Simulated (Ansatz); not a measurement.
**Data sheet: GeS (DFT)**

GeS:
```cif
data_Ge2S2
_chemical_formula_sum 'Ge2 S2'
_space_group_name_H-M_alt 'P63mc'
_space_group_IT_number 186
_space_group_name_Hall 'P 6c -2c'
_cell_length_a 4.61635
_cell_length_b 4.61635
_cell_length_c 5.57966
_cell_angle_alpha 90.000
_cell_angle_beta 90.000
_cell_angle_gamma 120.000
loop_
_atom_site_label
_atom_site_type_symbol
_atom_site_symmetry_multiplicity
_atom_site_Wyckoff_symbol
_atom_site_fract_x
_atom_site_fract_y
_atom_site_fract_z
_atom_site_occupancy
Ge1 Ge 2 b 0.66667 0.33333 0.03367 1
S1 S 2 b 0.33333 0.66667 0.09153 1
```

Space group P6_3mc (No. 186), wurtzite; conventional cell a = b = 4.616 Å, c = 5.580 Å, α = β = 90.00°, γ = 120.00°.

Method: PBE in the plane-wave PAW code Ansatz. Geometry: relaxed at this level of theory. Other levels are named where they apply.

### Cell and energy

* **Volume per atom**: 25.74 Å³
* **Density**: 3.38 g/cm³
* **Formation energy from the elements (no fitted shifts)**: -0.12 eV/atom

### Electronic structure

* **Band gap**: 1.00 eV (indirect)
* **Valence-band maximum**: at H
* **Conduction-band minimum**: on the K–Γ line, 72 % of the way from K (6 equivalent valleys)
* **Smallest direct gap on the standard path**: 1.47 eV
* **Electron effective mass**: 1.2, 1.2, 4.9 mₑ (principal values)

### Mechanics

* **Bulk modulus (Birch–Murnaghan fit)**: 35.1 GPa
* **Pressure derivative B′**: 5.0

The cell is a constructed one: a structure type filled with these elements; neither database checked (COD, Materials Project) lists it. COD files the formula under space group No. 62. Its standing as an ambient phase is unchecked. The cell was relaxed with PBE under the symmetry of its start; its stability against distortions is not shown here. The references are the lowest solids computed at this level, not always the standard phases. Scalar-relativistic: spin–orbit coupling is off unless named, which matters more the heavier the elements.

Potentials: the later of the program's two PAW sets.
